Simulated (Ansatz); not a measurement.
input.yaml

```yaml
crystal:
  lattice:
    - [0.239542, -0.163101, -5.769067]
    - [3.479342, 6.113883, 0.026517]
    - [3.764708, -6.278639, -0.322248]
  atoms:
    - { symbol: "N", position: [0.6367817938, 0.1643026862, 0.3305095676] }
    - { symbol: "N", position: [0.6619301333, 0.6706660113, 0.3233430876] }
    - { symbol: "N", position: [0.5507161793, 0.6512983139, 0.826276815] }
    - { symbol: "N", position: [0.174670569, 0.3575195269, 0.1904211832] }
    - { symbol: O, position: [0.4364053121, 0.1447881909, 0.7851404722] }
    - { symbol: O, position: [0.1091585458, 0.3409155865, 0.639007697] }
    - { symbol: O, position: [0.0993997144, 0.8012271264, 0.6394006203] }
    - { symbol: O, position: [0.2085217003, 0.8930154426, 0.2872349504] }
    - { symbol: Sc, position: [0.0266351258, 0.6736709211, 0.3383563597] }
    - { symbol: Sc, position: [0.4621488442, 0.3253283479, 0.639541349] }
    - { symbol: Sc, position: [0.5403252537, 0.8334765915, 0.1673146825] }
    - { symbol: In, position: [0.0101215765, 0.1677644383, 0.3179250946] }
    - { symbol: In, position: [0.0262535488, 0.185121048, 0.8681171956] }
    - { symbol: In, position: [0.9701681085, 0.679698336, 0.8601683668] }
    - { symbol: In, position: [0.5561313155, 0.3195592188, 0.1351455799] }
    - { symbol: In, position: [0.4870185199, 0.7975251739, 0.6379386677] }
basis:
  ecutwfc: 420
kpoints:
  mp_grid: { grid: [4, 4, 4] }
hamiltonian:
  xc: pbe
scf:
  occupations: { method: gaussian, width: 0.02 }
  n_extra_bands: 8
output:
  forces: true
  stress: true
  eigenvalues: true
  populations: true
  dos:
    method: { smearing: { sigma: 0.1, scheme: gaussian } }
    projected: true
    de: 0.02
  write_density: true
  write_potential: true
  elf: true
  volumetric_format: npy
```

Launched with
```bash
ansatz run input.yaml --threads 4 --pin off --max-ram 9216MiB --backend cpu --events-out ev --progress --plain --runs-dir out
```

Theory: DFT PBE, scalar-relativistic, plane waves, PAW (Ansatz 0.2.0).

Part of what the program printed, abridged (iterations and final results):

```
SCF iter   1: F=—  HF=-38211.270234 eV  |F-HF|=—  |Δ(HF+E_count)|=         —  Δρ=4.56e-3  dr2=4.34e-2  ethr=1.77e-3  ⟨swp⟩=6.1  Hψ=11516  notcnv=0
SCF iter   2: F=—  HF=-38211.264359 eV  |F-HF|=—  |Δ(HF+E_count)|=   5.87e-3  Δρ=2.37e-3  dr2=1.04e-2  ethr=3.06e-5  ⟨swp⟩=2.9  Hψ=4396  notcnv=0  defer=118
SCF iter   3: F=—  HF=-38211.263747 eV  |F-HF|=—  |Δ(HF+E_count)|=   6.12e-4  Δρ=1.15e-3  dr2=4.03e-3  ethr=7.32e-6  ⟨swp⟩=2.0  Hψ=4722  notcnv=0  defer=118
SCF iter   4: F=—  HF=-38211.263289 eV  |F-HF|=—  |Δ(HF+E_count)|=   4.58e-4  Δρ=2.66e-4  dr2=2.67e-4  ethr=2.84e-6  ⟨swp⟩=2.0  Hψ=3741  notcnv=0  defer=118
SCF iter   5: F=—  HF=-38211.263334 eV  |F-HF|=—  |Δ(HF+E_count)|=   4.50e-5  Δρ=1.39e-4  dr2=5.39e-5  ethr=1.88e-7  ⟨swp⟩=2.0  Hψ=3918  notcnv=0  defer=118
SCF iter   6: F=—  HF=-38211.263277 eV  |F-HF|=—  |Δ(HF+E_count)|=   5.75e-5  Δρ=9.48e-5  dr2=2.45e-5  ethr=3.80e-8  ⟨swp⟩=2.0  Hψ=4849  notcnv=0  defer=118
SCF iter   7: F=—  HF=-38211.263276 eV  |F-HF|=—  |Δ(HF+E_count)|=   1.13e-6  Δρ=2.11e-5  dr2=1.53e-6  ethr=1.72e-8  ⟨swp⟩=2.0  Hψ=4830  notcnv=0  defer=118
SCF iter   8: F=—  HF=-38211.263277 eV  |F-HF|=—  |Δ(HF+E_count)|=   1.30e-6  Δρ=1.24e-5  dr2=4.40e-7  ethr=1.08e-9  ⟨swp⟩=2.0  Hψ=4742  notcnv=0  defer=118
SCF iter   9: F=-38211.263277 eV  HF=-38211.263277 eV  |F-HF|=2.88e-8  |Δ(HF+E_count)|=   8.18e-8  Δρ=5.32e-6  dr2=8.50e-8  ethr=7.04e-11  ⟨swp⟩=12.5  Hψ=20313  notcnv=0
SCF 1 converged in 9 iterations: F = -38211.263277 eV  dr2 = 8.50e-8
SCF converged after 9 iterations
Free energy (F): -38211.263277 eV
Harris-Foulkes:  -38211.263277 eV  (|F-HF|=2.88e-8)
Internal energy: -38211.263277 eV  (E = F + TS)
E sigma→0 (E₀):  -38211.263277 eV
Fermi energy:    9.663420 eV
--- Per-component energies (eV) ---
  E_band       = -620.423067
  E_kinetic    = 3218.210939
  E_local      = -10496.053157  (includes V_loc(G=0)·N_el)
  E_nonlocal   = 2458.421758
  E_hartree    = 3927.227181
  E_xc         = -1924.983636
  E_vxc        = -1566.372944  (∫ρ·V_xc dr)
  E_paw        = -24785.670486  (= ΣΔE_a)
  E_vpaw       = -2089.091009  (= ΣTr[D̂ρ^β])
  E_aug_tail   = 0.010178  (compensation charges beyond the density's cutoff)
  E_ewald      = -10608.426053
  E_smearing   =  0.000000  (= −TS)
--- Forces (eV/Å), atoms counted from 1 ---
  atom   1  N      0.00428143     0.04124339     0.02177717
  atom   2  N     -0.00012844    -0.01467599     0.00170840
  atom   3  N     -0.08251098     0.04491105    -0.00889351
  atom   4  N      0.04095945    -0.02092636    -0.01798249
  atom   5  O     -0.01029975     0.02008776    -0.03289661
  atom   6  O      0.04040283    -0.01201303     0.00631761
  atom   7  O      0.00014221    -0.03118738    -0.00628643
  atom   8  O      0.02628276    -0.03556035    -0.03225699
  atom   9  Sc    -0.01374501    -0.00537637     0.03650377
  atom  10  Sc    -0.03280363     0.01969420    -0.03642019
  atom  11  Sc    -0.00360919     0.02669961     0.00724234
  atom  12  In    -0.01819784    -0.00450416    -0.00394894
  atom  13  In     0.01003987    -0.00960746     0.00407574
  atom  14  In     0.04734921    -0.02036437     0.08056301
  atom  15  In    -0.01150244    -0.01082101    -0.00380084
  atom  16  In     0.00319480     0.01237307    -0.01567894
--- Stress (GPa, compression-positive) ---
       -0.107405      -0.190978      -0.126238
       -0.190978      -0.144876       0.145317
       -0.126238       0.145317       0.280631
  P = ⅓ Tr σ = 0.0094 GPa (0.094 kbar)
--- Band table (eV; the first three rows and the last of 36) ---
  k-point 0: bands = ["-39.7693", "-39.6467", "-39.6033", "-18.6007", "-18.5136", "-18.5048", "-18.4533", "-18.4317", "-18.3428", "-18.3186", "-18.2962", "-18.2105", "-9.3631", "-9.2124", "-9.0854", "-8.8062", "-5.9600", "-5.7834", "-5.7190", "-5.6082", "-5.1428", "-5.1130", "-5.0780", "-5.0725", "-5.0537", "-5.0403", "-5.0013", "-4.9813", "-4.9450", "-4.9038", "-4.8690", "-4.8423", "-4.8170", "-4.7892", "-4.7425", "-4.6697", "-4.6255", "-4.5771", "-4.5308", "-4.5210", "-4.3970", "-3.8371", "-3.2010", "-3.0602", "-2.7882", "2.8005", "3.2020", "3.3109", "3.5434", "3.8991", "4.5012", "4.7124", "4.9180", "5.1572", "5.2427", "5.2660", "5.5728", "5.7472", "5.8852", "5.9547", "6.2673", "6.4652", " ...
  k-point 1: bands = ["-39.7693", "-39.6467", "-39.6034", "-18.6006", "-18.5126", "-18.5058", "-18.4520", "-18.4243", "-18.3429", "-18.3186", "-18.2995", "-18.2168", "-9.3561", "-9.2111", "-9.0850", "-8.8081", "-5.9571", "-5.7788", "-5.7091", "-5.6070", "-5.1341", "-5.1135", "-5.0889", "-5.0737", "-5.0584", "-5.0410", "-4.9999", "-4.9707", "-4.9492", "-4.9020", "-4.8810", "-4.8363", "-4.8185", "-4.7893", "-4.7446", "-4.6749", "-4.6312", "-4.5786", "-4.5383", "-4.5199", "-4.3887", "-3.8629", "-3.1998", "-3.0707", "-2.7868", "2.9735", "3.1305", "3.3701", "3.6317", "3.9823", "4.5101", "4.6251", "4.9596", "5.0174", "5.2337", "5.2678", "5.5171", "5.6813", "5.7848", "5.9648", "6.0642", "6.4166", " ...
  k-point 2: bands = ["-39.7693", "-39.6467", "-39.6034", "-18.6005", "-18.5109", "-18.5074", "-18.4514", "-18.4151", "-18.3430", "-18.3186", "-18.3039", "-18.2231", "-9.3491", "-9.2098", "-9.0847", "-8.8099", "-5.9544", "-5.7742", "-5.6992", "-5.6055", "-5.1261", "-5.1109", "-5.0994", "-5.0792", "-5.0564", "-5.0436", "-5.0000", "-4.9637", "-4.9518", "-4.8997", "-4.8899", "-4.8301", "-4.8212", "-4.7902", "-4.7472", "-4.6803", "-4.6373", "-4.5801", "-4.5457", "-4.5189", "-4.3808", "-3.8888", "-3.2005", "-3.0787", "-2.7858", "3.0249", "3.3133", "3.4633", "3.5255", "4.2123", "4.4668", "4.5968", "4.8023", "4.9381", "5.2232", "5.2752", "5.4188", "5.5264", "5.7501", "5.8718", "6.0508", "6.3854", " ...
  k-point 35: bands = ["-39.7693", "-39.6461", "-39.6040", "-18.6018", "-18.5197", "-18.5066", "-18.4416", "-18.4301", "-18.3585", "-18.3256", "-18.2843", "-18.2088", "-9.2842", "-9.2550", "-9.0631", "-8.7935", "-5.9166", "-5.7813", "-5.6744", "-5.5805", "-5.1481", "-5.1263", "-5.1062", "-5.0652", "-5.0579", "-5.0372", "-5.0084", "-4.9478", "-4.9208", "-4.8990", "-4.8649", "-4.8234", "-4.8187", "-4.7660", "-4.7451", "-4.6996", "-4.6118", "-4.5830", "-4.5583", "-4.5113", "-4.4013", "-3.6582", "-3.3163", "-3.2100", "-3.1739", "2.8123", "2.9637", "3.1322", "3.2339", "3.9036", "4.5183", "4.8162", "4.9206", "5.0398", "5.3473", "5.4446", "5.6854", "5.7979", "6.0409", "6.1055", "6.2180", "6.3754",  ...
--- Löwdin populations: 16 sites ---
  site symbol q [e]
     0      N      5.8536
     1      N      5.8514
     2      N      5.8607
     3      N      5.8419
     4      O      6.7127
     5      O      6.7020
     6      O      6.6991
     7      O      6.7039
     8     Sc      9.8817
     9     Sc      9.8462
    10     Sc      9.9359
    11     In     12.1696
    12     In     12.4596
    13     In     12.6164
    14     In     12.3483
    15     In     12.1403
  spilling = 0.002653 (of n_electrons = 142.000000)
```

Self-consistency was reached.

The run took 37 s on 4 threads of Arm Neoverse V1, on a shared host, peak memory 1 GiB.